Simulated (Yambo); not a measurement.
```
NaF
1.0
    0.00000     2.31367     2.31367
    2.31367     0.00000     2.31367
    2.31367     2.31367     0.00000
F Na
1 1
Direct
  0.50000   0.50000   0.50000
  0.00000   0.00000   0.00000
```

NaF (rock salt, space group Fm-3m, No. 225): G0W0@PBEsol in Yambo (6×6×6 Γ-centred k mesh, bands 2 to 93 and a 14 Ry block in the screening, 93 bands in G with the Bruneval-Gonze terminator, plasmon pole fitted at 27.2 eV) on wavefunctions from Quantum ESPRESSO. With the symmetry operations that carry no fractional translation, the mesh has 16 irreducible k points, and the gap Γ → Γ is 10.754 eV.

**Question.** What changes when point-group symmetry is switched off and time reversal alone is kept?

**Answer.** The mesh then has 112 irreducible points. The exact result doesn't change; the run gives 10.755 eV, and the difference is numerical residue, whose source wasn't traced. Rough time against the symmetric run: about 6× for the empty bands, about 6× for Yambo (2 states against 4).

Geometry relaxed with PBEsol.
